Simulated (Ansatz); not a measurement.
An elastic constant from a strain scan in Ir

These are results of DFT PBEsol, scalar-relativistic, plane waves, PAW in Ansatz 0.2.0, not measurements. Cutoff 420 eV, Γ-centred 26×26×26 k-points, Gaussian smearing of 0.15 eV. Spin–orbit coupling is left out, which can shift energies with elements as heavy as these. No spin polarisation. Energies are free energies at this smearing, counted from the undisturbed cell; pressure is positive in compression.

The starting cell (relaxed at this level; with this scan's settings it stands at 0.1 GPa):

```
Ir
1.0
     0.00000    1.91512    1.91512
     1.91512    0.00000    1.91512
     1.91512    1.91512    0.00000
Ir
1
Cartesian
  0.0000 0.0000 0.0000
```

The cell is strained by ε times the Voigt pattern (1, 0, 0, 0, 0, 0) (xx, yy, zz, yz, xz, xy; engineering shear) with fractional coordinates fixed. The cell holds 1 atom in V0 = 14.05 Å³. The stress column is τ = (1/V0) dE/dε, got from the stress tensor σ (compression positive) at each point as −det(1 + εP) σ : P(1 + εP)⁻¹, with P the pattern as a tensor.

| ε | ΔE (meV/atom) | τ (GPa) |
| --- | --- | --- |
| -0.0600 | 116.346 | -46.841 |
| -0.0450 | 63.554 | -33.619 |
| -0.0300 | 27.448 | -21.454 |
| 0.0000 | 0.000 | -0.050 |
| 0.0150 | 6.136 | 9.224 |
| 0.0450 | 51.939 | 25.023 |
| 0.0600 | ? | ? |

Which combination of elastic constants does this scan measure, and how large is it?

For small ε, τ = τ0 + Kε with K = pᵀCp, which for this pattern is C11 in the cubic axes. The parabola through τ at ε = -0.0300, 0 and 0.0150 has slope K = 650 GPa at zero. The energies per cell, E = NΔE, of the same two points give K = 2[E(ε₊)/ε₊ − E(ε₋)/ε₋]/[(ε₊ − ε₋)V0] = 671 GPa, in agreement.

Predict the withheld row at ε = 0.0600 from the harmonic law, and compare.

ΔE = V0(τ0 ε + Kε²/2)/N = 102.325 meV/atom and τ = 38.95 GPa. The calculation gives 89.316 meV/atom and 31.68 GPa: the energy lies 13 % below the harmonic value, as bonds soften when stretched.

In a metal these slopes depend on the k mesh and the smearing.

Cost: 7 runs of about 3.1 core-minutes in all, on Intel Xeon Processor @ 2.50GHz (Skylake/Cascade Lake) (shared hosts).